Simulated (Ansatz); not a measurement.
K3Pd: all-electron results

```yaml
crystal:
  lattice:
    - [5.44501, 0.00000, 0.00000]
    - [0.00000, 5.44501, 0.00000]
    - [0.00000, 0.00000, 5.44501]
  atoms:
    - { symbol: K, position: [0.50000, 0.50000, 0.00000] }
    - { symbol: K, position: [0.50000, 0.00000, 0.50000] }
    - { symbol: K, position: [0.00000, 0.50000, 0.50000] }
    - { symbol: Pd, position: [0.00000, 0.00000, 0.00000] }
```

Atom numbers follow the list: K1, K2, K3, Pd4.

The conventional cell has a = 5.445 Å, b = 5.445 Å, c = 5.445 Å, α = 90.00°, β = 90.00°, γ = 90.00°. K (atom 1) has 8 K at 3.85 Å and 4 Pd at 3.85 Å as nearest neighbours. Pd (atom 4) has 12 K at 3.85 Å as nearest neighbours.

Structure from Materials Project entry mp-1064508 (possibly hypothetical), not relaxed further.

Spin polarisation is left out, and whether a magnetic state lies lower isn't shown here.

Level of theory: DFT, PBE, all-electron LAPW, scalar-relativistic in Ansatz 0.2.0.

The runs use a Γ-centred 6×6×6 k mesh, Fermi–Dirac smearing of 0.05 eV, basis error target 1 meV/atom, no spin polarisation.

```yaml
Band_gap: "none: with an odd electron count and no spin polarisation the bands can't all be full, a metal in this set-up (spin order or a larger cell could open a gap)"
Density_of_states_at_the_Fermi_level_0.2_eV_bin: 3.37 states/eV per cell
Löwdin_charges_with_0.81_e_of_the_cell_spilling_out_of_the_atomic_basis_so_their_sizes_and_signs_hang_on_that_basis: K1 0.20, Pd4 0.20 e
Volume_per_atom: 272.4 bohr³
Pressure_at_this_cell: -0.01 GPa
```
